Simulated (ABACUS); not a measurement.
Set-up for a self-consistent single point of Au (Fm-3m, 1 atom in the cell; from Materials Project mp-81, changed as shown).

```yaml
crystal:
  lattice:
    - [0.00000, 2.12655, 2.12655]
    - [2.12655, 0.00000, 2.12655]
    - [2.12655, 2.12655, 0.00000]
  atoms:
    - { symbol: Au, position: [0.00000, 0.00000, 0.00000] }
```

Level of theory: PBE, PseudoDojo 0.5 standard norm-conserving PBE (tails mended) pseudopotentials (plane waves; ABACUS 3.10.1).

ABACUS settings:

| setting | value |
|---|---|
| KPT | MP 11 11 11 0 0 0 |
| basis_type | pw |
| ecutwfc | 76 Ry |
| smearing_method | fd |
| smearing_sigma | 0.00734986 Ry |
| potentials | PseudoDojo 0.5 standard norm-conserving PBE (tails mended) |
| symmetry | 1 |
| symmetry_prec | 1e-05 |
| ks_solver | cg |
| scf_nmax | 100 |
| scf_thr | 1.0e-09 Ry |
| mixing_type | pulay |
| mixing_beta | 0.7 |

Results:

```
Property                                                  Value
------------------------------------------------  -------------
Number of valence electrons                                  19
Number of bands                                              20
Number of k-points after the program's reduction             56
Number of plane waves (most at a k-point)                  1468
Number of SCF iterations                                     18
FFT grid                                           32 × 32 × 32
Free energy E − TS                                -4032.6904 eV
Fermi level (on the code's own zero)                   17.64 eV
Pressure                                              -8.09 GPa
```

Stress (GPa, positive for compression):
```
-8.09   0.00   0.00
 0.00  -8.09   0.00
 0.00   0.00  -8.09
```

For comparison: a first run was changed to give this one (volume scaled by 1.06), and from it to this one the free energy rises by 35.0 meV/atom and the pressure goes from -1.75 to -8.09 GPa.

The structure comes from a collection of computed structures, made at another level of theory; the collection holds predicted forms beside known ones. No clean gap shows at this smearing width and mesh (spacing up to 0.23 Å⁻¹); the mesh is coarse for partly filled bands, so the values carry mesh errors.

Cost on one core: roughly 50 core-seconds.

“Tails mended”: in these copies of the files the far tail of each local potential was reset to the Coulomb form.
